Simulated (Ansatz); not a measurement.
The end point of a relaxation of Ga₂O₃. Space group R-3c (No. 167), corundum type. Calculation: PBE (plane waves to 420 eV, PAW, scalar-relativistic; Ansatz, an electronic-structure program).

Space group R-3c, hexagonal axes (No. 167); a = b = 5.0579 Å, c = 13.6242 Å, α = β = 90.00°, γ = 120.00°

| atom | site | symmetry | x | y | z |
|---|---|---|---|---|---|
| Ga | 12c | 3. | 0.0000 | 0.0000 | 0.1442 |
| O | 18e | .2 | 0.3031 | 0.3031 | 0.2500 |
(The calculation used a cell of 10 atoms; values per cell refer to that cell.)

For Ga2O3, the volume per atom comes out as 10.06 Å³ and the density comes out as 6.19 g/cm³. The band gap comes out as 2.42 eV, indirect (valence top at k = (0, 0.125, -0.125), conduction bottom at Γ) (no spin-orbit coupling). The smallest direct gap comes out as 2.64 eV at Γ. The shortest distances is Ga–O 1.95 Å; O–O 2.66 Å; Ga–Ga 2.88 Å and the k-mesh is 8×8×8.

Band energies at high-symmetry points (eV from the VBM; labels of this space group; no spin-orbit coupling), from −5 eV up to 7.4 eV:

```
point                                                                                                             energies
-----  -------------------------------------------------------------------------------------------------------------------
Γ                       -4.03 -3.83 -3.41 -3.41 -3.10 -0.98 -0.98 -0.49 -0.49 -0.30 -0.30 -0.29 -0.21 -0.21 2.42 6.34 6.59
T                -4.29 -4.29 -3.74 -3.74 -3.74 -3.74 -2.36 -2.36 -1.40 -1.40 -1.40 -1.40 -0.27 -0.27 -0.27 -0.27 5.50 5.50
H2     -4.99 -4.99 -3.73 -3.73 -3.16 -3.16 -1.99 -1.99 -1.65 -1.65 -0.93 -0.93 -0.53 -0.53 -0.31 -0.31 6.33 6.33 6.87 6.87
H0     -4.99 -4.99 -3.73 -3.73 -3.16 -3.16 -1.99 -1.99 -1.65 -1.65 -0.93 -0.93 -0.53 -0.53 -0.31 -0.31 6.33 6.33 6.87 6.87
L                  -3.35 -3.35 -2.92 -2.92 -1.85 -1.85 -1.19 -1.19 -1.15 -1.15 -0.91 -0.91 -0.13 -0.13 6.04 6.04 6.40 6.40
S0           -5.00 -3.88 -3.50 -3.44 -2.58 -2.54 -2.07 -1.60 -1.29 -1.05 -0.63 -0.57 -0.47 -0.45 -0.16 6.12 6.26 6.82 6.84
S2           -5.00 -3.88 -3.50 -3.44 -2.58 -2.54 -2.07 -1.60 -1.29 -1.05 -0.63 -0.57 -0.47 -0.45 -0.16 6.12 6.26 6.82 6.84
F      -4.57 -4.27 -4.15 -3.57 -3.56 -2.86 -2.51 -2.44 -1.30 -1.25 -1.21 -0.95 -0.81 -0.67 -0.24 -0.13 6.15 6.37 7.26 7.30
```

No spin polarisation in the result.

The run could not lose the symmetry of its start.
